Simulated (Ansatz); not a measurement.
Consider the following.

CdTe:
```xyz
2
Lattice="3.7028 0.0000 0.0000 0.0000 3.7028 0.0000 0.0000 0.0000 3.7028" Properties=species:S:1:pos:R:3 pbc="T T T"
Cd     0.0000     0.0000     0.0000
Te     1.8514     1.8514     1.8514
```

This is the PBEsol-relaxed structure.

Question: All from PBEsol in the plane-wave PAW code Ansatz, unless another level is named. Predict the electronic character.

Answer: metallic (no gap).

Question: What about the formation energy from the elements (no fitted shifts)?

Answer: 0.085 eV/atom.

Question: What about the density of states at the Fermi level?

Answer: 0.71 states/eV per atom (mean over ±0.08 eV).

Question: And the gap with spin–orbit coupling?

Answer: none (metallic).

Space group Pm-3m (CsCl type). The start of the workflow was typed in or built on a structure type; neither database checked (COD, Materials Project) lists it. It is not the phase usual at ambient conditions (space group No. 216). The cell was relaxed with PBEsol under the symmetry of its start. At this level the phase is mechanically unstable. The references are the lowest solids computed at this level, not always the standard phases. Spin–orbit coupling is left out wherever it is not named.

Potentials: the earlier of the program's two PAW sets. The files were generated under PBE; for other functionals the program regenerates the frozen cores, and for LDA and PBEsol the local potential too.
